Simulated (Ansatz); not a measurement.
These are results of DFT PBE, scalar-relativistic, plane waves, PAW, and for the lanthanide a 4f-in-core norm-conserving potential, in Ansatz, not measurements. Settings: cutoff 630 eV, Γ-centred meshes spaced at most about 0.3 Å⁻¹, and about 0.25 Å⁻¹ or finer for metals (2π included), Gaussian smearing. No spin polarisation in the final relaxations.

These are static total energies at zero pressure. All come from trial cells, and lower structures may exist.

Task: Order these relaxed structures of Dy2BiP3 by energy, lowest first, with the energy over the lowest of them.
A.

```
Dy Bi P
1.0
     6.20154    0.00000    0.00000
    -3.10077    5.37069    0.00000
     0.00000    0.00000    4.20380
Dy Bi P
2 1 3
Direct
  0.33333 0.66667 0.00000
  0.66667 0.33333 0.00000
  0.00000 0.00000 0.00000
  0.50000 0.00000 0.50000
  0.50000 0.50000 0.50000
  0.00000 0.50000 0.50000
```

B.

```
Dy Bi P
1.0
     4.52523    0.00000    0.00000
    -2.26262    3.91896    0.00000
     0.00000    0.00000    7.69207
Dy Bi P
2 1 3
Direct
  0.33333 0.66667 0.28857
  0.33333 0.66667 0.71143
  0.66667 0.33333 0.00000
  0.66667 0.33333 0.50000
  0.00000 0.00000 0.00000
  0.00000 0.00000 0.50000
```

Result: A (0 meV/atom), B (207 meV/atom). Forms: A P6/mmm; B P-6m2. Counting P atoms around Bi and Dy (those within 1.25 times the shortest such distance or 1.15 times the sum of covalent radii, 1.27 where that leaves under three; a plus sign parts nearer from farther groups; the shortest distance is added where it exceeds 1.18 times the sum of covalent radii): A has Dy 6, Bi 12 from 3.7 Å; B has Dy 6+3, Bi 3.

These runs have no spin–orbit coupling, which can matter for Bi. Cells relaxed within their symmetry can be saddle points. Some candidate types were left out of the draw beforehand, so a known form may be missing.

The lanthanide is trivalent by construction, without f bands, f moments or other valences.
